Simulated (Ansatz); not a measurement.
Ba2NaReO6:
```
Ba2NaReO6
1.0
    0.00000     4.12322     4.12322
    4.12322     0.00000     4.12322
    4.12322     4.12322     0.00000
Na Ba Re O
1 2 1 6
Direct
  0.00000   0.00000   0.00000
  0.75000   0.75000   0.75000
  0.25000   0.25000   0.25000
  0.50000   0.50000   0.50000
  0.72741   0.72741   0.27259
  0.27259   0.27259   0.72741
  0.27259   0.72741   0.72741
  0.72741   0.27259   0.27259
  0.72741   0.27259   0.72741
  0.27259   0.72741   0.27259
```

Relaxed with PBEsol. Special points in fractions of this cell's reciprocal vectors: Γ (0.000, 0.000, 0.000); X (0.500, 0.000, 0.500); U (0.625, 0.250, 0.625); K (0.375, 0.375, 0.750); L (0.500, 0.500, 0.500); W (0.500, 0.250, 0.750).

List the band energies nearest the valence-band maximum at these points for PBEsol with spin–orbit coupling (plane waves, PAW; program Ansatz).

In eV from the valence-band maximum; about four levels below and three above (degenerate sets whole), none deeper than 8.9 eV; points with the same levels are listed once.

| k | below | above |
|---|---|---|
| Γ | 0.00 0.00 0.00 0.00 | 2.53 2.53 2.53 2.53 |
| X | -0.60 -0.60 -0.05 -0.05 | 2.00 2.00 2.95 2.95 |
| U | -0.59 -0.59 -0.18 -0.18 | 2.26 2.26 2.80 2.80 |
| L | -0.44 -0.44 -0.29 -0.29 | 2.48 2.48 2.64 2.64 |
| W | -0.33 -0.33 -0.33 -0.33 | 2.43 2.43 2.62 2.62 |

Space group Fm-3m. The first step of the workflow began from a Materials Project structure, measured or hypothetical; the Crystallography Open Database files this formula in space group No. 225, but the cells were not matched. Whether it is the stable phase at ambient conditions was not checked. The PBEsol relaxation kept the symmetry of its start; whether a distortion lowers the energy is not shown. No spin polarisation was allowed.

Potentials: the later of the program's two PAW sets.
